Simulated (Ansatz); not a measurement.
Relaxed-ion elastic tensor of C in space group P6_3/mmc (No. 194; C on 4e, C on 4f) in GPa (Voigt order), the program Ansatz at the r²SCAN level (PAW); density 3.53 g/cm³, 5.65 Å³ per atom.

```
1220  93.8  32.4   0.0   0.0   0.0
93.8  1220  32.4   0.0   0.0   0.0
32.4  32.4  1290   0.0   0.0   0.0
 0.0   0.0   0.0   505   0.0   0.0
 0.0   0.0   0.0   0.0   505   0.0
 0.0   0.0   0.0   0.0   0.0   565
```

Problem. Is the crystal mechanically stable?

Solution. Yes: the smallest eigenvalue of C is 505 GPa.

Problem. Work out the Voigt, Reuss and Hill averages.

Solution. K_V = 451, K_R = 451, K_H = 451; G_V = 554, G_R = 550, G_H = 552 GPa.

Problem. Give Young's modulus, Poisson's ratio, Pugh's ratio and the universal anisotropy index.

Solution. E = 9KG/(3K + G) = 1180 GPa; ν = 0.07; K/G = 0.82 (brittle by the Pugh limit of 1.75); A_U = 5G_V/G_R + K_V/K_R − 6 = 0.03.

Problem. Estimate the sound speeds and the Debye temperature.

Solution. v_l = √((K + 4G/3)/ρ) = 18300 m/s, v_t = √(G/ρ) = 12500 m/s, mean 13600 m/s; Θ = (h/k)(3n/4πV)^(1/3) v_m = 2280 K.

Problem. Solve the Christoffel equation for the three sound speeds along x, y, z.

Solution. Eigenvalues of C_ijkl n_j n_l equal ρv². In km/s, slowest first: x 11.96, 12.65, 18.62; y 11.96, 12.65, 18.62; z 11.96, 11.96, 19.15.

Problem. How much does each axis shrink under pressure?

Solution. Linear compressibilities β_i = Σ_j S_ij (j = 1 to 3): x 0.74, y 0.74, z 0.74 per TPa.

The first step of the workflow began from a Materials Project structure, measured or hypothetical. Its sites differ from those of the usual phase in this space group: another stacking or structure type. Symmetry was held in the r²SCAN relaxation; phonons on a q-mesh show no instability.

Potentials: the later of the program's two PAW sets.
